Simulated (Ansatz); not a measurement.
Ir$_{3}$Rh:
```xyz
4
Lattice="-1.9151 1.9151 3.8350 1.9151 -1.9151 3.8350 1.9151 1.9151 -3.8350" Properties=species:S:1:pos:R:3 pbc="T T T"
Ir     0.0000     1.9151     1.9175
Ir     1.9151     0.0000     1.9175
Ir     0.0000     0.0000     3.8350
Rh     0.0000     0.0000     0.0000
```

Relaxed with r²SCAN. Special points in fractions of this cell's reciprocal vectors: Γ (0.000, 0.000, 0.000); X (0.000, 0.000, 0.500); P (0.250, 0.250, 0.250); N (0.000, 0.500, 0.000); M (0.500, 0.500, -0.500); S (0.312, 0.688, -0.312); S0 (-0.312, 0.312, 0.312); R (-0.125, 0.125, 0.500); G (0.500, 0.500, -0.125).

### Question
List the band energies nearest the Fermi level at these points for plane-wave PAW r²SCAN (Ansatz code).

### Answer
In eV from the Fermi level; about four levels below and three above (degenerate sets whole), none deeper than 8.9 eV; points with the same levels are listed once.

```
k                    below                above
-  -----------------------  -------------------
Γ  -1.74 -1.64 -1.21 -1.21  0.79 1.14 1.45 1.45
X  -1.42 -1.14 -0.34 -0.18       0.69 0.78 0.95
P  -2.63 -0.07 -0.07 -0.03       0.25 2.09 2.47
N  -1.71 -1.70 -1.69 -1.59       0.04 0.48 0.59
M  -1.67 -1.67 -0.50 -0.08       0.63 0.96 1.13
S  -1.59 -1.21 -0.80 -0.78       0.08 1.47 1.85
R  -1.63 -1.57 -0.89 -0.65       0.70 0.82 0.97
```

Space group I4/mmm. The first step of the workflow began from a Materials Project structure, measured or hypothetical; the Crystallography Open Database copy checked does not list it. With Ir and Rh taken as one species the cell has the higher symmetry Fm-3m, so it may be an ordered model of a mixed-site phase. Whether it is the stable phase at ambient conditions was not checked. The cell was relaxed with r²SCAN under the symmetry of its start; its stability against distortions is not shown here. The run is not spin-polarised. Scalar-relativistic: spin–orbit coupling is off unless named, which matters more the heavier the elements.

Potentials: the later of the program's two PAW sets.
